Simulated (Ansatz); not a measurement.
The structure is an experimental refinement, used without relaxation. The listed cell was then made from it by scaling, straining or moving an atom.

An input for Li: DFT, PBEsol, all-electron PAW with datasets made for the crystal, scalar-relativistic (Ansatz 0.2.0).

Command: `ansatz run input.yaml --threads 1 --pin off --max-ram 3072MiB --backend cpu --events-out ev --progress --plain --runs-dir out` The run took 1.8 s on 1 thread of Intel(R) Xeon(R) 6975P-C (Granite Rapids) (shared host), peak memory 0.31 GiB.

```yaml
crystal:
  lattice:
    - [3.1316054153, 0.0, 0.0]
    - [-1.5658027076, 2.7120498443, 0.0]
    - [0.0, 0.0, 5.1267294598]
  atoms:
    - { symbol: Li, position: [0.3333333333, 0.6666666667, 0.25] }
    - { symbol: Li, position: [0.6666666667, 0.3333333333, 0.75] }
kpoints:
  mp_grid: { grid: [15, 15, 8] }
scf:
  occupations: { method: fermi_dirac, width: 0.03 }
hamiltonian:
  xc: pbesol
  pseudopotentials: { kind: all_electron, datasets: crystal }
output:
  forces: true
  stress: true
  eigenvalues: true
  efg: { contact_densities: true }
```

Set-up and iterations as logged by Ansatz (the results part is left out, to be predicted):

```
hamiltonian.pseudopotentials.datasets: crystal makes datasets for this crystal and solves the spheres of its atoms anew in each pass: cutoff 100.0 eV, the density's 400.0 eV; for an error of 0.50 meV an atom under PBE, 1.0 meV for the cell; an energy difference from a run of another recipe may be off by several times the error for the cell, under r2SCAN by more, where some 0.1 meV an atom stays at smaller errors; Li in spheres of 1.376 Å, 1 of its electrons in bands
Engine: ansatz 0.2.0
Pseudopotentials: kind: all_electron
Pseudopotential: Li, paw, valence charge 1, recommended cutoff 100 eV (normal), Koelling and Harmon's equation, gaussian nucleus
Functional definition: PBEsol
  exchange = pbesol_x
  correlation = pbesol_c
Crystal: 2 atoms, lattice volume = 43.542 Å³
Basis set: ecut = 100 eV, 99 PW (Γ), exchange–correlation on 24×24×36 points (8 copies of the dense FFT grid, shifted against one another)
Bands: 5, of which v1, the nominal top of the filled ones, is band 1 counted from 1 (0 counted from 0)
Symmetry: 24 space group operations
Space group: P63/mmc (ITA 194), of the structure as read, at distance tolerance 3.5e-5 Å
k-points: 135 of 1800
Non-local potential: Li, projectors of the file, l = 0: 1, l = 1: 1
PAW form: soft (Blöchl's): semilocal exchange-correlation on the pseudo side does not see the compensation charge
PAW one-centre angular grid: Li, 110 points (default); XC on its mesh's 2121 points in the sphere
Initial density: superposition of atomic densities (neutral atoms: chi_scale 0, normalization atom)
Initial wavefunctions: pseudopotential atomic-orbital guess
Functional: x = pbesol(κ = 0.804, μ = 0.12345679012345678), c = pbesol(β = 0.046)
iter 1 solved again at ethr=2.07e-4 eV; its pass at ethr=1.00e-1 eV (dr2=4.14e-3 eV) is discarded
SCF iter   1: F=—  HF=-405.956763 eV  |F-HF|=—  |Δ(HF+E_count)|=         —  Δρ=2.72e-3  dr2=4.21e-3  ethr=2.07e-4  ⟨swp⟩=4.3  Hψ=5162  notcnv=0
SCF iter   2: F=—  HF=-405.985224 eV  |F-HF|=—  |Δ(HF+E_count)|=   2.85e-2  Δρ=1.85e-3  dr2=2.09e-3  ethr=2.07e-4  ⟨swp⟩=2.1  Hψ=1133  notcnv=0  defer=1
iter 3 solved again at ethr=2.92e-6 eV; its pass at ethr=1.05e-4 eV (dr2=5.84e-5 eV) is discarded
SCF iter   3: F=—  HF=-405.992501 eV  |F-HF|=—  |Δ(HF+E_count)|=   7.28e-3  Δρ=2.97e-4  dr2=5.56e-5  ethr=2.92e-6  ⟨swp⟩=2.1  Hψ=3157  notcnv=0  defer=2
SCF iter   4: F=—  HF=-405.992516 eV  |F-HF|=—  |Δ(HF+E_count)|=   1.55e-5  Δρ=8.74e-5  dr2=4.81e-6  ethr=2.78e-6  ⟨swp⟩=1.8  Hψ=840  notcnv=0  defer=2
SCF iter   5: F=-405.992518 eV  HF=-405.992518 eV  |F-HF|=4.60e-10  |Δ(HF+E_count)|=   1.76e-6  Δρ=7.15e-7  dr2=3.39e-10  ethr=2.40e-7  ⟨swp⟩=1.8  Hψ=839  notcnv=0  defer=2
```

Question: What pressure will this run report?

Answer: -0.90 GPa (positive in compression).
